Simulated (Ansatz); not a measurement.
Cs:
```cif
data_Cs2
_chemical_formula_sum 'Cs2'
_space_group_name_H-M_alt 'Im-3m'
_space_group_IT_number 229
_space_group_name_Hall '-I 4 2 3'
_cell_length_a 6.26773
_cell_length_b 6.26773
_cell_length_c 6.26773
_cell_angle_alpha 90.000
_cell_angle_beta 90.000
_cell_angle_gamma 90.000
loop_
_atom_site_label
_atom_site_type_symbol
_atom_site_symmetry_multiplicity
_atom_site_Wyckoff_symbol
_atom_site_fract_x
_atom_site_fract_y
_atom_site_fract_z
_atom_site_occupancy
Cs1 Cs 2 a 0.00000 0.00000 0.00000 1
```
(The calculation used a cell of 1 atom; values per cell refer to that cell.)

Relaxed with the program Ansatz at the r²SCAN level (PAW). Indices refer to the conventional cell of Im-3m, a = 6.2677 Å, b = 6.2677 Å, c = 6.2677 Å, α = 90.00°, β = 90.00°, γ = 90.00°.

### Question
Simulate the powder diffraction pattern (Fe Kα, λ = 1.93735 Å; lines above 1 %) up to 2θ = 90°.

### Answer
Simulated powder pattern, Fe Kα, λ = 1.93735 Å (kinematic, ideal powder, no thermal factors, no anomalous dispersion; the 30 strongest lines at most, above 1 %, up to 2θ = 90°):

```csv
2θ (°),d (Å),I/Imax (%),hkl
25.25,4.432,100,(110)
36.01,3.134,21,(200)
44.49,2.559,46,(211)
51.84,2.216,15,(220)
58.51,1.982,21,(310)
64.74,1.809,5.2,(222)
70.66,1.675,24,(321)
76.37,1.567,2.5,(400)
81.95,1.477,13,(411)+(330)
87.45,1.402,7.4,(420)
```

The cell was relaxed with r²SCAN under the symmetry of its start; phonons on a q-mesh show no instability. Spin–orbit coupling is left out wherever it is not named.

Potentials: the later of the program's two PAW sets.
